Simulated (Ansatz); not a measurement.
Rb:
```yaml
crystal:
  lattice:
    - [-2.77913, 2.77913, 2.77913]
    - [2.77913, -2.77913, 2.77913]
    - [2.77913, 2.77913, -2.77913]
  atoms:
    - { symbol: Rb, position: [0.00000, 0.00000, 0.00000] }
```

Relaxed with PBE+D3(BJ). Special points in fractions of this cell's reciprocal vectors: Γ (0.000, 0.000, 0.000); H (0.500, -0.500, 0.500); N (0.000, 0.000, 0.500); P (0.250, 0.250, 0.250).

List the band energies nearest the Fermi level at these points for PBE+D3(BJ) in the plane-wave PAW code Ansatz.

In eV from the Fermi level; about four levels below and three above (degenerate sets whole), none deeper than 8.9 eV; points with the same levels are listed once.

```tsv
k	below	above
Γ	-2.05	3.73 3.73 3.73
H	–	1.21 1.21 3.40 3.40 3.40
N	–	0.22 0.82 2.59
P	–	1.31 1.31 1.31
```

Space group Im-3m (bcc (W type)). The PBE+D3(BJ) relaxation kept the symmetry of its start. The pairwise dispersion correction was not fitted to metals. Scalar-relativistic: spin–orbit coupling is off unless named, which matters more the heavier the elements.

Potentials: the earlier of the program's two PAW sets.
